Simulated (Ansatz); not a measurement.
Zr2SiB2:
Space group P-6m2 (No. 187); a = 3.1875 Å, b = 3.1875 Å, c = 7.8027 Å, α = 90.00°, β = 90.00°, γ = 120.00°

| atom | site | symmetry | x | y | z |
|---|---|---|---|---|---|
| Zr | 2h | 3m. | 0.3333 | 0.6667 | 0.2796 |
| Si | 1a | -6m2 | 0.0000 | 0.0000 | 0.0000 |
| B | 1b | -6m2 | 0.0000 | 0.0000 | 0.5000 |
| B | 1f | -6m2 | 0.6667 | 0.3333 | 0.5000 |

Relaxed at zero pressure with DFT-PBE in the program Ansatz with PAW potentials.

Problem. The volume is lowered by 6 % and shape and atoms relax at that volume. What pressure results, and how do the axes share the change?

Solution. 11.9 GPa; a -2.1 %, b -2.1 %, c -1.9 %; the energy rises by 29 meV/atom.

Problem. Give the new structure.

Solution. 
Space group P-6m2 (No. 187); a = 3.1199 Å, b = 3.1199 Å, c = 7.6559 Å, α = 90.00°, β = 90.00°, γ = 120.00°

| atom | site | symmetry | x | y | z |
|---|---|---|---|---|---|
| Zr | 2h | 3m. | 0.3333 | 0.6667 | 0.2776 |
| Si | 1a | -6m2 | 0.0000 | 0.0000 | 0.0000 |
| B | 1b | -6m2 | 0.0000 | 0.0000 | 0.5000 |
| B | 1f | -6m2 | 0.6667 | 0.3333 | 0.5000 |

The phase is kept; no other phase was compared at this pressure.

The start of the workflow was typed in or built on a structure type; neither database checked (COD, Materials Project) lists it. Its standing as an ambient phase is unchecked. The PBE relaxation kept the symmetry of its start; its stability against distortions is not shown here. The run is not spin-polarised.

Potentials: the earlier of the program's two PAW sets.
